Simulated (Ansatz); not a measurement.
# Harmonic thermodynamics of CsSmF4

Method: Ansatz, DFT PBE, scalar-relativistic, plane waves, PAW, and for the lanthanide a 4f-in-core norm-conserving potential. Cutoff 690 eV, 6×6×4 k-points (Γ-centred), fixed occupations. No spin polarisation. Phonons by linear response, acoustic sum rule imposed.

Equilibrium structure at this level:
```
Cs Sm F
1.0
     3.99682    0.00000    0.00000
     0.00000    3.99682    0.00000
     0.00000    0.00000    7.05654
Cs Sm F
1 1 4
Cartesian
  1.9984 1.9984 3.5283
  0.0000 0.0000 0.0000
  1.9984 0.0000 5.7662
  0.0000 1.9984 1.2903
  1.9984 0.0000 1.2903
  0.0000 1.9984 5.7662
```

It was reached by relaxing an invented guess, and it needn't be the stable form of this composition. Spin–orbit coupling is left out, which matters for heavy elements. The q mesh is coarse, so values between its points are rough.

Force constants from linear response on a 2×2×1 q mesh, interpolated to a fine mesh.

Phonon density of states, in bins of 10 cm⁻¹:
bin centre (cm⁻¹), share of modes (%) and a bar:
```
        5        0.0
       15        0.1
       25        0.3 #
       35        0.8 ####
       45        3.8 ##################
       55        3.7 #################
       65        6.3 ##############################
       75        4.4 #####################
       85        2.2 ##########
       95        4.6 ######################
      105        2.3 ###########
      115        1.3 ######
      125        2.0 #########
      135        2.3 ###########
      145        3.6 #################
      155        4.3 ####################
      165        3.8 ##################
      175        3.4 ################
      185        2.3 ###########
      195        3.6 #################
      205        3.0 ##############
      215        2.4 ###########
      225        2.2 ##########
      235        2.5 ############
      245        2.8 #############
      255        2.8 #############
      265        2.2 ###########
      275        3.2 ###############
      285        4.5 #####################
      295        2.6 ############
      305        3.1 ###############
      315        4.9 #######################
      325        1.3 ######
      335        0.8 ####
      345        0.6 ###
      355        0.3 #
      365        0.9 ####
      375        3.1 ###############
      385        1.0 ####
      395        0.6 ###
      405        0.2 #
```

**Question.** How much zero-point energy does an atom carry?

**Answer.** 35.4 meV.

**Question.** How large are the vibrational entropy and heat capacity at 300 K?

**Answer.** S = 3.91 k_B and C_V = 2.76 k_B per atom, 92 % of the Dulong–Petit value.

**Question.** Tabulate them against temperature.

**Answer.**
```
T (K)  F_vib (meV/atom)  S (k_B/atom)  C_V (k_B/atom)
  100              30.8          1.35            1.71
  200              12.4          2.84            2.51
  300             -16.9          3.91            2.76
  400             -54.2          4.72            2.86
  500             -97.7          5.36            2.91
  600            -146.3          5.89            2.94
  700            -199.1          6.35            2.95
  800            -255.5          6.74            2.96
  900            -315.1          7.09            2.97
 1000            -377.6          7.41            2.98
```

The lanthanide is trivalent by construction, without f bands, f moments or other valences.
